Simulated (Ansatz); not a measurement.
W:
```cif
data_W8
_chemical_formula_sum 'W8'
_space_group_name_H-M_alt 'Fd-3m :1'
_space_group_IT_number 227
_space_group_name_Hall 'F 4d 2 3 -1d'
_cell_length_a 5.83019
_cell_length_b 5.83019
_cell_length_c 5.83019
_cell_angle_alpha 90.000
_cell_angle_beta 90.000
_cell_angle_gamma 90.000
loop_
_atom_site_label
_atom_site_type_symbol
_atom_site_symmetry_multiplicity
_atom_site_Wyckoff_symbol
_atom_site_fract_x
_atom_site_fract_y
_atom_site_fract_z
_atom_site_occupancy
W1 W 8 b 0.50000 0.50000 0.50000 1
```
(The calculation used a cell of 2 atoms; values per cell refer to that cell.)

Relaxed with PBE.

Question: Decompose the optical modes at the zone centre into irreducible representations, and say which are infrared and Raman allowed.

Answer: Point group m-3m: Γ_opt = T2g. Infrared: none. Raman: T2g.

Question: Assign frequencies (DFPT, the program Ansatz at the PBE level (PAW)).

Answer: T2g 153 cm⁻¹.

The cell is a constructed one: a structure type filled with these elements; neither database checked (COD, Materials Project) lists it. It is not the phase usual at ambient conditions (space group No. 229). The cell was relaxed with PBE under the symmetry of its start. At this level the phase is mechanically unstable. The run is not spin-polarised. As this level gives no gap, phonon frequencies hold no LO–TO term and depend on the k-mesh and smearing (Fermi–Dirac, 0.1 eV here). Spin–orbit coupling is left out wherever it is not named.

Potentials: the later of the program's two PAW sets.
